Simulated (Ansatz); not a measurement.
This run works on a proposed trial structure, not on a known crystal.

Input and command of a plane-wave DFT calculation in Ansatz:

```yaml
crystal:
  lattice:
    - [4.6891033298, -2.7032526361, 0.0]
    - [4.6891033298, 2.7032526361, 0.0]
    - [0.0, 0.0, 4.9725124488]
  atoms:
    - { symbol: Be, position: [0.8445712632, 0.1554287368, 0.9983194122] }
    - { symbol: Be, position: [0.1554287368, 0.8445712632, 0.4983194122] }
    - { symbol: Zn, position: [0.4842180461, 0.8352313731, 0.0001701993] }
    - { symbol: Zn, position: [0.8352313731, 0.4842180461, 0.5001701993] }
    - { symbol: Zn, position: [0.5157819539, 0.1647686269, 0.5001701993] }
    - { symbol: Zn, position: [0.1647686269, 0.5157819539, 0.0001701993] }
    - { symbol: O, position: [0.8336410161, 0.4591551932, 0.0926731635] }
    - { symbol: O, position: [0.5408448068, 0.1663589839, 0.0926731635] }
    - { symbol: O, position: [0.1209602089, 0.8790397911, 0.156793862] }
    - { symbol: O, position: [0.4591551932, 0.8336410161, 0.5926731635] }
    - { symbol: O, position: [0.1663589839, 0.5408448068, 0.5926731635] }
    - { symbol: O, position: [0.8790397911, 0.1209602089, 0.656793862] }
basis:
  ecutwfc: 420
kpoints:
  mp_grid: { grid: [6, 6, 6] }
hamiltonian:
  xc: pbe
scf:
  occupations: { method: gaussian, width: 0.02 }
output:
  forces: true
  stress: true
  eigenvalues: true
  write_density: true
  write_potential: true
  elf: true
  volumetric_format: npy
relax:
  adjacent_minimum: "off"
  f_tol: 0.01
  max_steps: 30
  cell: { stress_tol: 0.1, fix: [volume] }
```

```bash
ansatz run input.yaml --threads 1 --pin off --max-ram 2560MiB --backend cpu --events-out ev --progress --plain --runs-dir out
```

Processor: Arm Neoverse V2, 1 thread, on a host shared with other jobs.

Problem. How long does it run, and how much memory does it take?

Solution. About 2.7 min, peak memory 0.54 GiB. It solves 56 bands at 52 k points (after reduction by symmetry) with about 2471 plane waves, in 23 SCF iterations over 4 ionic steps.
